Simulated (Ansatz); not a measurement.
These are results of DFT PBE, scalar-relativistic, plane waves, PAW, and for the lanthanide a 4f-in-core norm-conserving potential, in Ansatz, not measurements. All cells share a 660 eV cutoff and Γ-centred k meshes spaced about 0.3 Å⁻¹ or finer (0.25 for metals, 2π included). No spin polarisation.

Relaxed structures of PrHRh3, with energies over the first row. Coordination counts Pr or Rh atoms around H (for each partner element, those within 1.25 times its shortest distance or 1.15 times the sum of covalent radii, where it is the nearest in units of that sum or under 1.3).

```tsv
#	form	sites	V (Å³/atom)	coordination	ΔE (meV/atom)
1	R3m	Pr 3a; H 3a; Rh 9b	14.6	H 3	0
2	P6_3/mcm	Pr 2b; H 2a; Rh 6g	18.8	H 5	214
```

A further structure, relaxed alike:

```xyz
5
Lattice="3.5194 0.0000 0.0000 0.0000 3.5194 0.0000 0.0000 0.0000 6.1407" Properties=species:S:1:pos:R:3 pbc="T T T"
Pr    1.7597    1.7597    3.0703
H     0.0000    0.0000    3.0703
Rh    1.7597    1.7597    0.0000
Rh    0.0000    0.0000    4.8947
Rh    0.0000    0.0000    1.2460
```

Task: Place it among the others.

Result: It falls between rows 1 and 2, 128 meV/atom above row 1, with space group P4/mmm (No. 123) and 15.2 Å³/atom. Counting Pr or Rh atoms around H, this cell has H 6 and row 1 has H 3. Around Pr lie 4 H at 2.49 Å, 10 Rh at 3.07–3.09 Å and 4 Pr at 3.52 Å; H is surrounded by 2 Rh at 1.82 Å and 4 Pr at 2.49 Å; around Rh on a site of symmetry 4/mmm lie 8 Rh at 2.78 Å and 2 Pr at 3.07 Å; around Rh on a site of symmetry 4mm lie 1 H at 1.82 Å, 1 Rh at 2.49 Å, 4 Rh at 2.78 Å and 4 Pr at 3.09 Å.

With hydrogen, zero-point motion can shift such differences by 10 meV/atom or more. Trial moments fell under 0.15 μB along the way in R3m, P4/mmm and P6_3/mcm; another start might hold them. Cells relaxed within their symmetry can be saddle points.

The lanthanide is trivalent by construction, without f bands, f moments or other valences.
